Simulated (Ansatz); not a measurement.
BaMg2FeH8:
Space group P-3m1 (No. 164); a = b = 4.533 Å, c = 6.911 Å, α = β = 90.00°, γ = 120.00°

```tsv
atom	site	symmetry	x	y	z
Ba	1b	-3m.	0.0000	0.0000	0.5000
Mg	2d	3m.	0.3333	0.6667	0.1111
Fe	1a	-3m.	0.0000	0.0000	0.0000
H	6i	.m.	0.3195	0.1597	0.1353
H	2d	3m.	0.3333	0.6667	0.3876
```

Relaxed with r²SCAN. DFT-r²SCAN in the program Ansatz with PAW potentials gives a gap of 1.92 eV.

Task: What gap does HSE06 give on the same cell (Ansatz, PAW)?

Result: 3.52 eV, 1.59 eV more. The hybrid was solved on a coarser mesh and at special points; its gap is the smallest among all of these.

```tsv
k	v1 r²SCAN	c1 r²SCAN	v1 HSE06	c1 HSE06
Γ	-0.53	3.46	?	?
A	-0.22	3.50	-0.20	4.79
K	-0.23	2.51	?	?
H	-0.03	3.42	?	?
M	-0.16	1.92	-0.12	3.52
L	0.00	2.82	?	?
```

Task: Top valence (v1) and lowest conduction level (c1) in eV from each method's valence maximum (which need not be a listed point): supply the withheld HSE06 values.

Result: 
- L, v1 HSE06: 0.00
- L, c1 HSE06: 4.34
- Γ, v1 HSE06: -0.45
- Γ, c1 HSE06: 4.80
- K, v1 HSE06: -0.17
- K, c1 HSE06: 4.07
- H, v1 HSE06: -0.05
- H, c1 HSE06: 4.97

Cost on shared cores: the r²SCAN run (SCF on a 7×7×4 mesh, then bands and DOS) roughly 3 core-minutes, the HSE06 run (SCF on 4×4×3, then a few points) very roughly 5 core-minutes; the tasks are unlike.

The first step of the workflow began from a Materials Project structure, measured or hypothetical; the Crystallography Open Database copy checked does not list it. Whether it is the stable phase at ambient conditions was not checked. Symmetry was held in the r²SCAN relaxation; whether a distortion lowers the energy is not shown. The run is not spin-polarised. Scalar-relativistic: spin–orbit coupling is off unless named, which matters more the heavier the elements.

Potentials: the later of the program's two PAW sets.
